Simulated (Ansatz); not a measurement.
Input file for Ansatz (a program for electronic structure):

Ansatz 0.2 input:
```yaml
crystal:
  lattice:
    - [3.7426091116, 0.0, 0.0]
    - [0.0, 3.7426091116, 0.0]
    - [0.0, 0.0, 3.7426091116]
  atoms:
    - { symbol: Al, position: [0.0, 0.0, 0.0], spin: -0.13 }
    - { symbol: Co, position: [0.0, 0.5, 0.5], spin: 0.81 }
    - { symbol: Co, position: [0.5, 0.0, 0.5], spin: 0.81 }
    - { symbol: Co, position: [0.5, 0.5, 0.0], spin: 0.81 }
    - { symbol: B, position: [0.5, 0.5, 0.5], spin: -0.18 }
kpoints:
  mp_grid: { grid: [11, 11, 11] }
hamiltonian:
  xc: r2scan
  pseudopotentials: { azcp: { folder: ./paw }, kind: paw }
magnetization: { spin_polarized: true }
scf:
  occupations: { method: gaussian, width: 0.05 }
checkpoint: { read: metal.run }
output: { write_density: true, elf: true, volumetric_format: npy }
basis: { fft_grid_basis: typed }
```

Output (shortened):

```
Pseudopotentials: kind: paw
Pseudopotential: Al, paw, valence charge 3
Pseudopotential: Co, paw, valence charge 17
Pseudopotential: B, paw, valence charge 3
Functional definition: r2SCAN
Crystal: 5 atoms, lattice volume = 52.423 Å³
Basis set: ecut = 500 eV, 1357 PW (Γ), exchange–correlation on 120×120×120 points (64 copies of the dense FFT grid, shifted against one another)
Bands: 36, of which v1, the nominal top of the filled ones, is band 29 counted from 1 (28 counted from 0)
Symmetry: 48 space group operations
Space group: Pm-3m (ITA 221), of the structure as read, at distance tolerance 3.7e-5 Å
k-points: 56 of 1331
PAW frozen core: Al, regenerated for the run's functional
PAW frozen core: Co, regenerated for the run's functional
PAW frozen core: B, regenerated for the run's functional
Initial density: read from a saved state, or passed on in memory by an earlier SCF of this step, an earlier step, the calling program or the single point that …
Stability of the state it starts from, as read at its close in the collinear treatment (another_mixer)
Starting moments: Σ|m| = 2.74 μB on 5 of 5 sites; this step starts from the density that it was given
Initial wavefunctions: pseudopotential atomic-orbital guess
Eigensolver: davidson
Functional: x = r2scan, c = r2scan; τ floored in thin density (d = 2e-4 eV/Å³)
iter 1 solved again at ethr=1.56e-7 eV; its pass at ethr=3.10e-3 eV (dr2=8.88e-5 eV) is discarded
SCF iter   1: F=—  HF=-16092.332057 eV  |F-HF|=—  |Δ(HF+E_count)|=         —  Δρ=6.15e-7 (↑3.83e-7 ↓6.15e-7)  dr2=2.71e-10  dr2_τ=4.11e-12  dr2_m=1.81e-11  M=2.012 μB ∫|m|=2.858 μB  β_m=1.20  ethr=1.56e-7  ⟨swp⟩=3.1  Hψ=25181  notcnv=0
all-band conjugate gradients solve this SCF's bands
preconditioner: auto → Kerker (q_TF=auto, 2.767 Å⁻¹)
spin=Collinear: Kerker preconditioning applied to the charge; magnetization (m = ρ↑ − ρ↓) channel mixes plain (no charge-response kernel on spin).
SCF iter   2: F=-16092.332057 eV  HF=-16092.332057 eV  |F-HF|=1.93e-10  |Δ(HF+E_count)|=   7.62e-8  Δρ=5.18e-7 (↑3.59e-7 ↓5.18e-7)  dr2=2.09e-10  dr2_τ=4.08e-12  dr2_m=1.46e-11  M=2.012 μB ∫|m|=2.858 μB  ethr=1.00e-12  ⟨swp⟩=6.6  Hψ=17165  notcnv=0
SCF 1 converged in 2 iterations: F = -16092.332057 eV  dr2 = 2.09e-10
Stability not checked (another_mixer)
SCF converged after 2 iterations
Magnetization: 2.0122 μB (29.5061 up, 27.4939 down)
Absolute magnetization: 2.8543 μB (∫|ρ↑−ρ↓|, with the PAW one-centre terms)
Spin contamination: 0.1174 ħ² per cell (⟨S²⟩ above its minimum at these occupations)
Per-site moments (μB) at R_I (Å): [(-0.050624575537279407, 1.0916500163839546), (0.7701503871002169, 0.7719131292675001), (0.7701503871002172, 0.7719131292675001), (0.770150387100217, 0.7719131292675001), (-0.07763918764979445, 0.7719131292675001)]
Free energy (F): -16092.332057 eV
Harris-Foulkes:  -16092.332057 eV  (|F-HF|=1.93e-10)
Internal energy: -16092.328704 eV  (E = F + TS)
E sigma→0 (E₀):  -16092.330380 eV
Entropy (-TS):   -0.003353 eV (-0.671 meV/atom)
Fermi energy:    15.162084 eV
--- Per-component energies (eV) ---
  E_band       = -918.563142
  E_kinetic    = 959.121708
  E_local      = -10071.194113  (includes V_loc(G=0)·N_el)
  E_nonlocal   = 1339.086587
  E_hartree    = 4530.350122
  E_xc         = -328.959529
  E_vxc        = -463.619413  (∫ρ·V_xc dr)
  E_paw        = -5318.920572  (= ΣΔE_a)
  E_vpaw       = -1775.299244  (= ΣTr[D̂ρ^β])
  E_aug_tail   = -0.000232  (compensation charges beyond the density's cutoff)
  E_vtau       = 32.639396  (kinetic-family band-sum trace: ∫τ·v_τ [+ j·A + Jᵃ·Aᵃ] dr)
  E_ewald      = -7200.848508
  E_core_change = -0.964166  (= ΣΔE_core)
  E_smearing   = -0.003353  (= −TS)
  E_closure    = 0.000000  (closes the sum)
  Σ components = -16092.332057   (vs F -16092.332057, Δ=0.00e0)
  [band-id]    e_kinetic+e_local+e_nonlocal+2·e_hartree+e_vxc+e_vpaw+e_augmentation_tail+e_vtau = -918.565067   (vs E_band -918.563142, Δ=-1.92e-3)
--- Band table (eV; the first three rows and the last of 112) ---
  k-point 0 ↑: bands = ["-83.8686", "-83.8421", "-83.8421", "-45.9505", "-45.9505", "-45.9505", "-45.6355", "-45.6355", "-45.6355", "-45.6305", "-45.6305", "-45.6305", "3.2159", "7.9336", "11.2442", "11.2442", "11.2442", "11.3536", "11.3536", "12.9524", "12.9524", "12.9524", "13.6185", "13.6185", "13.7314", "13.7314", "13.7314", "14.2884", "14.4608", "14.4608", "14.4608", "19.8991", "20.4127", "20.4127", "20.4127", "20.7375"]
  k-point 1 ↑: bands = ["-83.8681", "-83.8426", "-83.8421", "-45.9500", "-45.9500", "-45.9494", "-45.6366", "-45.6357", "-45.6357", "-45.6309", "-45.6309", "-45.6306", "3.2995", "7.9649", "11.2413", "11.2413", "11.2450", "11.2621", "11.4099", "12.5575", "12.7666", "12.7666", "13.6209", "13.7108", "13.7127", "13.7823", "13.7823", "14.2556", "14.4609", "14.6470", "14.6470", "19.7810", "20.3812", "20.4448", "20.4448", "20.7563"]
  k-point 2 ↑: bands = ["-83.8667", "-83.8439", "-83.8421", "-45.9486", "-45.9486", "-45.9465", "-45.6397", "-45.6362", "-45.6362", "-45.6317", "-45.6317", "-45.6308", "3.5450", "8.0250", "10.8299", "11.2345", "11.2345", "11.3118", "11.5709", "12.0369", "12.4353", "12.4353", "13.6192", "13.6266", "13.6542", "13.7876", "13.7876", "14.1591", "14.4611", "15.1280", "15.1280", "19.6729", "20.4419", "20.4966", "20.4966", "20.8137"]
  k-point 55 ↓: bands = ["-82.5405", "-82.5399", "-82.5399", "-44.9486", "-44.7626", "-44.7626", "-44.3307", "-44.3304", "-44.3304", "-44.2222", "-44.2222", "-44.2219", "7.5810", "8.6985", "8.6985", "8.8943", "9.5294", "12.4019", "12.5298", "12.5298", "13.4041", "13.4041", "13.5116", "14.1046", "14.1046", "14.1527", "14.5120", "14.5120", "16.0612", "16.0881", "16.0881", "18.2094", "18.2444", "18.2444", "18.4610", "27.8917"]
  band table: 36 of 36 bands, residual norms ≤ 1.0e-3 eV
```

Cost: about 17 core-seconds (a rough figure) on shared cores.

The start of the workflow was typed in or built on a structure type; neither database checked (COD, Materials Project) lists it. Whether it is the stable phase at ambient conditions was not checked. Symmetry was held in the r²SCAN relaxation; its stability against distortions is not shown here. The final state is ferromagnetic, chosen from 4 collinear starts compared on coarse meshes (ties went to the first, and starts can fall back to one state), not a proven ground state. The volume moved by -15 % from the start of the relaxation. Other orbital occupations within this spin state were not tried. For itinerant 3d metals, meta-GGAs of the SCAN family and hybrids are commonly reported to give too large moments. Point labels and valley counts follow the cell and symmetry of the run, lower than the named group.

Potentials: the earlier of the program's two PAW sets.

Ansatz is a plane-wave DFT program.
